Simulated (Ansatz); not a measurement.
SiO$_{2}$:
```
CELL_PARAMETERS angstrom
      4.94785     0.00000     0.00000
     -2.47392     4.28496     0.00000
      0.00000     0.00000     5.44071
ATOMIC_POSITIONS crystal
  Si 0.47032 0.00000 0.83333
  Si 0.00000 0.47032 0.16667
  Si 0.52968 0.52968 0.50000
  O  0.41253 0.26701 0.71453
  O  0.73299 0.14552 0.04786
  O  0.85448 0.58747 0.38120
  O  0.14552 0.73299 0.95214
  O  0.26701 0.41253 0.28547
  O  0.58747 0.85448 0.61880
```

Relaxed with PBEsol. Special points in fractions of this cell's reciprocal vectors: Γ (0.000, 0.000, 0.000); M (0.500, 0.000, 0.000); K (0.333, 0.333, 0.000); A (0.000, 0.000, 0.500); L (0.500, 0.000, 0.500); H (0.333, 0.333, 0.500).

Problem. List the band energies nearest the valence-band maximum at these points for PBEsol (plane waves, PAW; program Ansatz).

Solution. In eV from the valence-band maximum; about four levels below and three above (degenerate sets whole), none deeper than 8.9 eV; points with the same levels are listed once.

```
k                          below           above
-  -----------------------------  --------------
Γ  -1.00 -1.00 -0.69 -0.31 -0.31  5.72 9.06 9.06
M        -1.02 -0.76 -0.27 -0.04  7.95 8.72 9.41
K   -1.20 -1.20 -0.43 -0.43 0.00  8.62 8.62 9.15
A        -1.21 -0.22 -0.22 -0.09  7.67 7.67 8.81
L        -0.87 -0.84 -0.59 -0.19  8.55 9.07 9.41
H  -0.93 -0.93 -0.76 -0.57 -0.57  8.62 9.52 9.52
```

Space group P3_121. The PBEsol relaxation kept the symmetry of its start.

Potentials: the later of the program's two PAW sets.
